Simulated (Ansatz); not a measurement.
**What a change of settings does to a run on Sb2W**

The structure comes from a relaxation in the same program, started in the fluorite type, and has space group Fm-3m. Whether it is a known phase or the ground state wasn't checked.

First run: DFT, PBE, all-electron PAW with datasets made for the crystal, scalar-relativistic (Ansatz 0.2.0).

Command: `ansatz run input.yaml --threads 1 --pin off --max-ram 4096MiB --backend cpu --events-out ev --progress --plain --runs-dir out` The run took 47 s on 1 thread of Arm Neoverse N1, on a shared host, peak memory 0.58 GiB.

```yaml
crystal:
  lattice:
    - [0.0, 3.3115767038, 3.3115767038]
    - [3.3115767038, 0.0, 3.3115767038]
    - [3.3115767038, 3.3115767038, 0.0]
  atoms:
    - { symbol: W, position: [0.0, 0.0, 0.0] }
    - { symbol: Sb, position: [0.25, 0.25, 0.25] }
    - { symbol: Sb, position: [0.75, 0.75, 0.75] }
kpoints:
  mp_grid: { grid: [10, 10, 10] }
  band_path:
    path:
      - [0.0, 0.0, 0.0]
      - [0.5, 0.0, 0.5]
      - [0.625, 0.25, 0.625]
      - [0.375, 0.375, 0.75]
      - [0.0, 0.0, 0.0]
      - [0.5, 0.5, 0.5]
      - [0.5, 0.25, 0.75]
      - [0.5, 0.0, 0.5]
    npoints: 8
scf:
  occupations: { method: fermi_dirac, width: 0.08 }
hamiltonian:
  xc: pbe
  pseudopotentials: { kind: all_electron, datasets: crystal }
output:
  forces: true
  stress: true
  eigenvalues: true
  efg: { contact_densities: true }
```

Result: converged; pressure -0.01 GPa; no gap on the k mesh; 11 SCF iterations.

No spin–orbit coupling, which matters for the heavy atoms here.

A second input differs as follows:

```diff
@@ -23,4 +23,5 @@
 scf:
   occupations: { method: fermi_dirac, width: 0.08 }
+  max_iter: 60
 hamiltonian:
   xc: pbe
@@ -31,3 +32,4 @@
   eigenvalues: true
   efg: { contact_densities: true }
+total_charge: 4
```

What is wrong with it, and what does the program do?

The fault is a charge that the system can't hold (a charged periodic cell is solved on a neutralising background, which makes energy and pressure unphysical). The run converged; pressure 18.26 GPa; no gap on the k mesh; 13 SCF iterations. Such numbers aren't properties of the crystal. The log ends:
```
--- Band table (eV; the first three rows and the last of 47) ---
  k-point 0: bands = ["-59.3205", "-23.3911", "-23.3911", "-23.3911", "-12.2358", "-12.2358", "-12.2003", "-12.2003", "-12.2003", "-12.1629", "-12.1629", "-12.1629", "-12.1086", "-12.1086", "5.0560", "11.0680", "12.4424", "12.4424", "12.4424", "15.3933", "15.3933", "18.8801", "18.8801", "18.8801"]
  k-point 1: bands = ["-59.3205", "-23.3913", "-23.3911", "-23.3911", "-12.2327", "-12.2327", "-12.2006", "-12.1995", "-12.1995", "-12.1638", "-12.1638", "-12.1633", "-12.1117", "-12.1117", "5.1590", "10.4974", "12.5059", "12.5059", "13.1276", "15.3304", "15.3304", "17.8805", "18.6245", "18.6245"]
  k-point 2: bands = ["-59.3205", "-23.3918", "-23.3912", "-23.3912", "-12.2236", "-12.2236", "-12.2006", "-12.1970", "-12.1970", "-12.1665", "-12.1665", "-12.1652", "-12.1208", "-12.1208", "5.4599", "9.6506", "12.6810", "12.6810", "14.2815", "15.1994", "15.1994", "16.3253", "17.9746", "17.9746"]
  k-point 46: bands = ["-59.3205", "-23.3927", "-23.3921", "-23.3914", "-12.2135", "-12.2028", "-12.2014", "-12.1900", "-12.1830", "-12.1815", "-12.1767", "-12.1679", "-12.1435", "-12.1299", "7.6421", "7.9345", "11.2439", "12.6184", "14.2391", "14.5036", "14.6629", "15.6138", "16.4231", "18.6311"]
  guard bands above this table: 0 of the run's 24 bands, where the rule asks 3: the bands that hold charge and the lowest empty level above them stay in the table. A level can be missing at the table's top as with no guard band: raise scf.n_extra_bands
```
